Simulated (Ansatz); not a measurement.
SrAgSF:
```xyz
8
Lattice="3.9825 0.0000 0.0000 0.0000 3.9825 0.0000 0.0000 0.0000 8.7681" Properties=species:S:1:pos:R:3 pbc="T T T"
Sr     0.0000     1.9913     7.3863
Sr     1.9913     0.0000     1.3819
Ag     1.9913     1.9913     4.3841
Ag     0.0000     0.0000     4.3841
S      0.0000     1.9913     2.6870
S      1.9913     0.0000     6.0811
F      1.9913     1.9913     0.0000
F      0.0000     0.0000     0.0000
```

Relaxed with LDA. Special points in fractions of this cell's reciprocal vectors: Γ (0.000, 0.000, 0.000); X (0.000, 0.500, 0.000); M (0.500, 0.500, 0.000); Z (0.000, 0.000, 0.500); R (0.000, 0.500, 0.500); A (0.500, 0.500, 0.500).

Problem. List the band energies nearest the valence-band maximum at these points for the program Ansatz at the LDA level (PAW).

Solution. In eV from the valence-band maximum; about four levels below and three above (degenerate sets whole), none deeper than 8.9 eV; points with the same levels are listed once.

```csv
k,below,above
Γ,-1.54 -1.54 -1.10 0.00 0.00,1.22 3.45 3.61
X,-0.93 -0.93 -0.63 -0.63,2.70 2.70 4.30 4.30
M,-2.33 -2.33 -1.26 -1.26,3.43 3.43 4.70 4.70
Z,-1.51 -1.51 -1.38 -0.03 -0.03,1.74 3.20 3.36
R,-0.83 -0.83 -0.62 -0.62,2.72 2.72 4.33 4.33
A,-2.25 -2.25 -1.26 -1.26,3.59 3.59 4.72 4.72
```

Space group P4/nmm. The workflow started from a Materials Project entry (that database holds measured and hypothetical structures alike); the Crystallography Open Database copy checked does not list it. Its standing as an ambient phase is unchecked. Symmetry was held in the LDA relaxation; phonons on a q-mesh show no instability. No spin polarisation was allowed. Scalar-relativistic: spin–orbit coupling is off unless named, which matters more the heavier the elements.

Potentials: the later of the program's two PAW sets.
